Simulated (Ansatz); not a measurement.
## What DFT gives for YbB2Ru3

```xyz
6
Lattice="2.7093 4.7110 -0.0310 -2.7671 4.7444 -0.0289 -0.0011 -0.0190 2.9834" Properties=species:S:1:pos:R:3 pbc="T T T"
Yb    0.0163    0.0286    2.9749
B    -0.0270    3.1192    2.9294
B    -0.0680    6.2985    2.9306
Ru   -0.0229    4.7017    1.4195
Ru   -1.3871    7.0196    1.4134
Ru   -1.3709    2.3746    1.4390
```

The numbers come from plane-wave PAW DFT (Ansatz): r2SCAN, no spin polarisation, 500 eV, 4×4×6 (shifted by 0.5, 0.5, 0.5 steps) k points, fermi-dirac occupations (width 0.1 eV). Nothing was relaxed.

**Question.** What happens at the Fermi level?

**Answer.** It is a metal, with about 6.5 states/eV a cell as the mean within 0.25 eV of the Fermi level, mostly Ru d (59 %) and Yb f (28 %).

**Question.** Where is the largest force?

**Answer.** The largest is on Ru5: 1.08 eV/Å, components (-0.65, 0.84, 0.18). It makes 139° with the line to a nearest neighbour, B3 at 2.09 Å, pointing away from it.

**Question.** Give the Bader charges.

**Answer.** Bader charges in e: Yb +1.43, B -0.28, Ru -0.29. In the mean Yb gives up most and Ru takes most.

**Question.** Is it stable against the elements?

**Answer.** -0.39 eV an atom against the elements' usual phases (free molecules for gases, crystals otherwise, with no correction for O₂ or N₂), so it is bound against them; other compounds may still compete. Relaxing would lower it.

**Question.** Is the cell too large or too small?

**Answer.** The pressure is 2.3 GPa (compression positive), so with the atoms held at these fractions the cell would first expand; the forces are large, so a full relaxation may end otherwise. The principal stresses 0.3, 2.4, 4.1 GPa differ, so its shape would change too.

Origin: a strained cell with displaced atoms, so it need not be a known compound. Caveats: no spin polarisation, so a magnetic state may lie lower; the k mesh is coarse if the cell is a metal; f levels without a U or exact exchange are poorly placed.
